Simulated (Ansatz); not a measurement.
Ti₂AlC:
```yaml
crystal:
  lattice:
    - [3.05541, 0.00000, 0.00000]
    - [-1.52770, 2.64606, 0.00000]
    - [0.00000, 0.00000, 13.71053]
  atoms:
    - { symbol: Ti, position: [0.33333, 0.66667, 0.08358] }
    - { symbol: Ti, position: [0.66667, 0.33333, 0.91642] }
    - { symbol: Ti, position: [0.66667, 0.33333, 0.58358] }
    - { symbol: Ti, position: [0.33333, 0.66667, 0.41642] }
    - { symbol: Al, position: [0.33333, 0.66667, 0.75000] }
    - { symbol: Al, position: [0.66667, 0.33333, 0.25000] }
    - { symbol: C, position: [0.00000, 0.00000, 0.00000] }
    - { symbol: C, position: [0.00000, 0.00000, 0.50000] }
```

Relaxed with r²SCAN.

### Question
Map the electron localisation function on the plane through (0.333, 0.667, 0.084) spanned by u = [0, 0, 1] and v = [1, -1, 0] in lattice vectors, from plane-wave PAW r²SCAN (Ansatz code).

### Answer
x is the fraction of u, y of v (the angle between them is 90°; rows are the nearest grid lines); atoms in the plane: Ti at (0.00, 0.00), Ti at (0.83, 0.33), Ti at (0.50, 0.33), Ti at (0.33, 0.00), Al at (0.67, 0.00), Al at (0.17, 0.33), C at (0.92, 0.67), C at (0.42, 0.67).
```
|5760257763048678113468992390899754310685|
|7860257763048787113368992010899643320587|
|8840256764027886124347994002898533431488|
|7620356664115773255436886114887423563267|
|1002455554300015898624666445664235898621|
|2113444444421148888823555445554247888862|
|5224443344432478548833444334443358854885|
|6434433334433588107843443333443358810786|
|7434433334433688106843443333443368810687|
|6334443344433588427833444333443358842786|
|5334544445543478778712344444442126877885|
|4235654456642368987300245555431002688874|
|2368862158864236641451035666410465236642|
|3479950028985334413773036666402788513433|
|3589930018986433205886025776303878711333|
|4689922808997543206876025776304867711344|
|4689921408997433206886025776304867711334|
|2479930018985323204885026776403888601322|
|1158851048862111202783046776511787301211|
|0125774467631100110351267777631364101100|
|7721467775116862011013786214885100120167|
|8850367764028886012236994002897422220388|
|7860257763048777113358992010899643320587|
|5760257763048678113468992390899754310685|
```
Scale: ten equal steps from 0.020 (start of '0') to 0.886 (end of '9'), in the order '0123456789'; x runs from 0.000 to 1.00, y from 0.000 (bottom) to 1.00 (top).

The density is the valence pseudo-density with augmentation charge, so density and ELF within about 1 Å of a nucleus are not all-electron values.

Space group P6_3/mmc. The first step of the workflow began from a Materials Project structure, measured or hypothetical; the Crystallography Open Database copy checked does not list it. Whether it is the stable phase at ambient conditions was not checked. The r²SCAN relaxation kept the symmetry of its start; of distortions, only those at the zone centre were tested. No spin polarisation was allowed.

Potentials: the earlier of the program's two PAW sets.
